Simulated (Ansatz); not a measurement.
**How GaNi stores the work of compression**

Theory: Ansatz 0.2.0, DFT PBEsol, scalar-relativistic, plane waves, PAW. Settings: 420 eV cutoff, 14×14×14 k-mesh, Gaussian smearing of 0.10 eV, no spin polarisation.

The relaxed crystal:

```yaml
crystal:
  lattice:
    - [2.87297, 0.00000, 0.00000]
    - [0.00000, 2.87297, 0.00000]
    - [0.00000, 0.00000, 2.87297]
  atoms:
    - { symbol: Ga, position: [0.00000, 0.00000, 0.00000] }
    - { symbol: Ni, position: [0.50000, 0.50000, 0.50000] }
```

Cell and atoms were relaxed at each target pressure within the start's symmetry (Pm-3m), at zero temperature; other phases can be more stable under pressure. H = E + PV with P the target; E is the free energy at the smearing used, whose derivative the pressure is, per atom and counted from zero pressure. Spin polarisation was left out, and a magnetic state may lie lower. The mesh named is that at zero pressure; some other pressures ran on another.

```
P (GPa) V (Å³/atom) E − E0 (meV) H − H0 (meV)
      0       11.857           0.0           0.0
      3       11.664           1.8         220.2
      8       11.379          11.5         579.6
     15       11.036          35.9        1069.1
     30       10.453         116.5        2073.7
     60        9.632         341.1        3948.3
```

Task: Thermodynamics gives dH/dP = V along a relaxed path. Integrate V over P by the trapezoid rule and compare with the computed enthalpies.

Result: With 1 eV/Å³ = 160.22 GPa, each step adds the mean volume times ΔP / 160.22:
```csv
P (GPa),∫V dP (meV),H − H0 (meV),difference (meV)
3,220.2,220.2,0.0
8,579.8,579.6,0.1
15,1069.4,1069.1,0.3
30,2075.4,2073.7,1.6
60,3955.7,3948.3,7.4
```

V(P) curves upward, so the trapezoid rule runs high; integrating a smooth curve through the same points puts that excess at about 6.9 meV at 60 GPa, against the 7.4 meV found.

Task: At 60 GPa, how much of the enthalpy change is stored energy and how much is the PV term?

Result: E rises by 341 meV/atom and PV is 60 × 9.632 / 160.22 = 3607 meV/atom, so PV makes 91 % of ΔH. So between rival structures at high pressure a small difference in volume can outweigh the difference in energy: 1 % of this volume is worth 36.1 meV/atom at this pressure.

Task: What bulk modulus do the lowest pressures give?

Result: From the pressures that the runs reached, -2.98 GPa (12.068 Å³) and 3.02 GPa (11.664 Å³), B = −ΔP/Δln V = 6.00 / 0.0341 = 176 GPa, a mean over that range.